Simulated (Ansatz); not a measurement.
NaTaO₃:
Space group P4/mbm (No. 127); a = 5.4850 Å, b = 5.4850 Å, c = 3.9540 Å, α = 90.00°, β = 90.00°, γ = 90.00°

```json
[
 {"atom": "Na", "site": "2c", "symmetry": "m.mm", "x": "0.0000", "y": "0.5000", "z": "0.5000"},
 {"atom": "Ta", "site": "2a", "symmetry": "4/m..", "x": "0.0000", "y": "0.0000", "z": "0.0000"},
 {"atom": "O", "site": "4g", "symmetry": "m.2m", "x": "0.1996", "y": "0.3004", "z": "0.0000"},
 {"atom": "O", "site": "2b", "symmetry": "4/m..", "x": "0.5000", "y": "0.5000", "z": "0.5000"}
]
```

Relaxed with PBEsol.

**Question.** Tabulate the valence density and the electron localisation function along the shortest Na–O contact (2.51 Å), plane-wave PAW PBEsol (Ansatz code).

**Answer.** 

| distance from Na (Å) | density (e/Å³) | ELF |
|---|---|---|
| 0.25 | 15.27 | 0.36 |
| 0.38 | 9.82 | 0.52 |
| 0.50 | 4.76 | 0.61 |
| 0.63 | 1.64 | 0.60 |
| 0.75 | 0.49 | 0.41 |
| 0.88 | 0.21 | 0.12 |
| 1.00 | 0.12 | 0.02 |
| 1.13 | 0.10 | 0.02 |
| 1.26 | 0.12 | 0.10 |
| 1.38 | 0.18 | 0.37 |
| 1.51 | 0.29 | 0.62 |
| 1.63 | 0.50 | 0.75 |
| 1.76 | 0.89 | 0.81 |
| 1.88 | 1.64 | 0.83 |
| 2.01 | 2.98 | 0.81 |
| 2.13 | 4.75 | 0.71 |
| 2.26 | 6.36 | 0.52 |

The density is the valence pseudo-density with augmentation charge, so density and ELF within about 1 Å of a nucleus are not all-electron values.

The first step of the workflow began from a Materials Project structure, measured or hypothetical; the Crystallography Open Database files this formula in space group No. 127, but the cells were not matched. Its standing as an ambient phase is unchecked. The cell was relaxed with PBEsol under the symmetry of its start; whether a distortion lowers the energy is not shown. The run is not spin-polarised. Spin–orbit coupling is left out wherever it is not named.

Potentials: the later of the program's two PAW sets.
